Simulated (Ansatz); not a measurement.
**Te (omega (AlB2-type)): energy against volume**

Method: Ansatz 0.2.0, DFT, r2SCAN, plane waves (500 eV) with PAW, scalar-relativistic. (PAW data from PBE, frozen cores regenerated.)

The cell is scaled uniformly from the relaxed one, with fractional coordinates and shape fixed. Energies are extrapolated to zero smearing, pressures are those at the given smearing. Magnetic state: spin not included.

A Birch-Murnaghan fit gives V₀ = 29.53 Å³/atom, B₀ = 54 GPa, B₀′ = 4.7.

**Question.** What are the energy above the minimum and the pressure at 26.137 Å³/atom?

**Answer.** 83.1 meV/atom and 8.85 GPa as computed.

**Question.** What are the energy above the minimum and the pressure at 27.325 Å³/atom?

**Answer.** 32.2 meV/atom and 5.10 GPa as computed.

**Question.** What are the energy above the minimum and the pressure at 28.513 Å³/atom?

**Answer.** 6.3 meV/atom and 2.13 GPa as computed.
